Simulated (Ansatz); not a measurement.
With HSE06 in the plane-wave PAW code Ansatz, ZnS in the 4H polytype structure (P6_3mc) relaxes to a = 3.835 Å, c = 12.542 Å. Zn on 2a has 4 nearest neighbours from 2.35 Å (tetrahedral); Zn on 2b has 4 nearest neighbours from 2.35 Å (tetrahedral); S on 2a has 4 nearest neighbours from 2.35 Å (tetrahedral); S on 2b has 4 nearest neighbours from 2.35 Å (tetrahedral).

It is gapped at this level: 3.32 eV (direct). The valence maximum lies at Γ and the conduction minimum at Γ.

The bulk modulus is 74.8 GPa. Bader charges are Zn +0.98, S -0.98 e.

The cell was relaxed with HSE06 under the symmetry of its start. The hybrid was solved on a coarse mesh, the path and, where they were found, the r²SCAN edge points; its band edges are the extreme levels among these.

Potentials: the later of the program's two PAW sets.
